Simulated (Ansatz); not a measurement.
ScPt:
Space group Pm-3m (No. 221); a = b = c = 3.286 Å, α = β = γ = 90.00°

```
atom  site  symmetry       x       y       z
----  ----  --------  ------  ------  ------
Pt      1a      m-3m  0.0000  0.0000  0.0000
Sc      1b      m-3m  0.5000  0.5000  0.5000
```

Relaxed with r²SCAN.

Task: Tabulate the valence density and the electron localisation function along the shortest Sc–Sc contact (3.29 Å), plane-wave PAW r²SCAN (Ansatz code).

Result: 

| distance from Sc (Å) | density (e/Å³) | ELF |
|---|---|---|
| 0.33 | 6.53 | 0.45 |
| 0.49 | 4.61 | 0.71 |
| 0.66 | 2.38 | 0.72 |
| 0.82 | 0.91 | 0.50 |
| 0.99 | 0.32 | 0.14 |
| 1.15 | 0.15 | 0.04 |
| 1.31 | 0.11 | 0.05 |
| 1.48 | 0.10 | 0.09 |
| 1.64 | 0.10 | 0.11 |
| 1.81 | 0.10 | 0.09 |
| 1.97 | 0.11 | 0.05 |
| 2.14 | 0.15 | 0.04 |
| 2.30 | 0.32 | 0.14 |
| 2.46 | 0.91 | 0.50 |
| 2.63 | 2.38 | 0.72 |
| 2.79 | 4.61 | 0.71 |
| 2.96 | 6.53 | 0.45 |

The density is the valence pseudo-density with augmentation charge, so density and ELF within about 1 Å of a nucleus are not all-electron values.

The workflow started from an entry of the Crystallography Open Database (COD). Its standing as an ambient phase is unchecked. The cell was relaxed with r²SCAN under the symmetry of its start; whether a distortion lowers the energy is not shown. No spin polarisation was allowed. Spin–orbit coupling is left out wherever it is not named.

Potentials: the later of the program's two PAW sets.
